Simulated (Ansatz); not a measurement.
Al$_{3}$GaN$_{4}$:
```xyz
8
Lattice="3.1300 0.0000 0.0000 -1.5650 2.7107 0.0000 0.0000 0.0000 10.0819" Properties=species:S:1:pos:R:3 pbc="T T T"
Ga     0.0000     1.8071     0.0570
N      0.0000     1.8071     2.0217
Al     1.5650     0.9036     2.6000
N      1.5650     0.9036     4.5009
Al     0.0000     1.8071     5.0889
N      0.0000     1.8071     6.9888
Al     1.5650     0.9036     7.5742
N      1.5650     0.9036     9.4751
```

Plane-wave PAW PBEsol (Ansatz code) gives a gap of 3.28 eV without spin–orbit coupling, maximum at Γ, minimum at Γ.

Q: What happens when spin–orbit coupling is switched on?

A: The gap falls by 0.01 eV, to 3.27 eV; maximum at Γ, minimum at Γ.

Q: Give the electron effective mass with spin–orbit coupling.

A: 0.27 mₑ (isotropic).

Q: Give the hole effective mass with spin–orbit coupling.

A: 0.51, 0.51, 17 mₑ (principal values).

Space group P3m1. The start of the workflow was typed in or built on a structure type; neither database checked (COD, Materials Project) lists it. Its standing as an ambient phase is unchecked. The cell was relaxed with PBEsol under the symmetry of its start; whether a distortion lowers the energy is not shown.

Potentials: the earlier of the program's two PAW sets. The files were generated under PBE; for other functionals the program regenerates the frozen cores, and for LDA and PBEsol the local potential too.
